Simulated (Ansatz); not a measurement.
Input:

CaTiSe₂:
```cif
data_CaSe2Ti
_chemical_formula_sum 'Se2 Ti1 Ca1'
_space_group_name_H-M_alt 'P-3m1'
_space_group_IT_number 164
_space_group_name_Hall '-P 3 2"'
_cell_length_a 3.76800
_cell_length_b 3.76800
_cell_length_c 6.73623
_cell_angle_alpha 90.000
_cell_angle_beta 90.000
_cell_angle_gamma 120.000
loop_
_atom_site_label
_atom_site_type_symbol
_atom_site_symmetry_multiplicity
_atom_site_Wyckoff_symbol
_atom_site_fract_x
_atom_site_fract_y
_atom_site_fract_z
_atom_site_occupancy
Se1 Se 2 d 0.33333 0.66667 0.22211 1
Ti1 Ti 1 a 0.00000 0.00000 0.00000 1
Ca1 Ca 1 b 0.00000 0.00000 0.50000 1
```

This is the PBE+D3(BJ)-relaxed structure.

**Question.** All from the program Ansatz at the PBE+D3(BJ) level (PAW), unless another level is named. Give the Poisson's ratio.

**Answer.** 0.26.

**Question.** And the highest zone-centre frequency?

**Answer.** 274 cm⁻¹.

A made-up cell: these elements were put on the sites of a structure type; neither database checked (COD, Materials Project) lists it. Its standing as an ambient phase is unchecked. The cell was relaxed with PBE+D3(BJ) under the symmetry of its start; of distortions, only those at the zone centre were tested. No spin polarisation was allowed. As this level gives no gap, phonon frequencies hold no LO–TO term and depend on the k-mesh and smearing (Fermi–Dirac, 0.1 eV here).

Potentials: the later of the program's two PAW sets.
